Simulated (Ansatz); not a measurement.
**Computed properties of C**

C:
```
CELL_PARAMETERS angstrom
      2.45297     0.00000     0.00000
     -1.22649     2.12434     0.00000
      0.00000     0.00000     3.58538
ATOMIC_POSITIONS crystal
  C  0.33333 0.66667 0.00000
  C  0.66667 0.33333 0.00000
```

Space group P6/mmm (No. 191); conventional cell a = b = 2.453 Å, c = 3.585 Å, α = β = 90.00°, γ = 120.00°.

Method: r²SCAN+D4 in the plane-wave PAW code Ansatz. Geometry: relaxed at this level of theory. Other levels are named where they apply.

Cell and energy:

| Quantity | Result |
|---|---|
| Volume per atom | 9.34 Å³ |
| Density | 2.14 g/cm³ |

Electronic structure:

| Item | Result |
|---|---|
| Electronic character | no gap, with almost no states at the Fermi level (zero-gap or semimetallic) |
| Density of states at the Fermi level | 0.01 states/eV per atom (mean over ±0.08 eV) |

Mechanics:

| Item | Value |
|---|---|
| Bulk modulus (Birch–Murnaghan fit) | 29.4 GPa |
| Pressure derivative B′ | 11.2 |
| Elastic constants (relaxed ions, GPa) | C11 = 1040, C12 = 178, C13 = -5.8, C33 = 31.3, C44 = -4.5 |
| Mechanical stability | unstable (C has a negative eigenvalue) |

Phonons:

| Property | Value |
|---|---|
| Highest zone-centre frequency | 1596 cm⁻¹ |
| Zone-centre stability | no imaginary mode at Γ |

The first step of the workflow began from a Materials Project structure, measured or hypothetical; the Crystallography Open Database copy checked does not list it. It is not the phase usual at ambient conditions (space group No. 194, 227). Symmetry was held in the r²SCAN+D4 relaxation. As this level gives no gap, shear constants depend on the k-mesh and smearing (Fermi–Dirac, 0.1 eV here). As this level gives no gap, phonon frequencies hold no LO–TO term and depend on the k-mesh and smearing (Fermi–Dirac, 0.1 eV here).

Potentials: the later of the program's two PAW sets.
